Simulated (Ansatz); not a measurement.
MoW:
```
MoW
1.0
    0.00000     2.60595     2.60595
    2.60595     0.00000     2.60595
    2.60595     2.60595     0.00000
Mo W
1 1
Cartesian
  0.00000   0.00000   0.00000
  2.60595   2.60595   2.60595
```

Relaxed with r²SCAN. Special points in fractions of this cell's reciprocal vectors: Γ (0.000, 0.000, 0.000); X (0.500, 0.000, 0.500); U (0.625, 0.250, 0.625); K (0.375, 0.375, 0.750); L (0.500, 0.500, 0.500); W (0.500, 0.250, 0.750).

### Question
List the band energies nearest the Fermi level at these points for r²SCAN with spin–orbit coupling (plane waves, PAW; program Ansatz).

### Answer
In eV from the Fermi level; about four levels below and three above (degenerate sets whole), none deeper than 8.9 eV; points with the same levels are listed once.

```csv
k,below,above
Γ,-4.04 -4.04 -4.04 -4.04 -3.85 -3.85,4.46 4.46 4.46 4.46
X,-2.70 -2.70 -0.52 -0.52,0.79 0.79 0.94 0.94
U,-2.47 -2.47 -0.10 -0.10,1.80 1.80 2.03 2.03
L,-1.27 -1.27 -0.94 -0.94,0.39 0.39 0.51 0.51
W,-0.60 -0.60 -0.60 -0.60,1.04 1.04 1.59 1.59
```

Space group Fm-3m (rock salt). The start of the workflow was typed in or built on a structure type; neither database checked (COD, Materials Project) lists it. Whether it is the stable phase at ambient conditions was not checked. Symmetry was held in the r²SCAN relaxation. At this level the phase is mechanically unstable. No spin polarisation was allowed. Its formation energy is positive at this level, so the cell may be metastable or incomplete.

Potentials: the earlier of the program's two PAW sets.
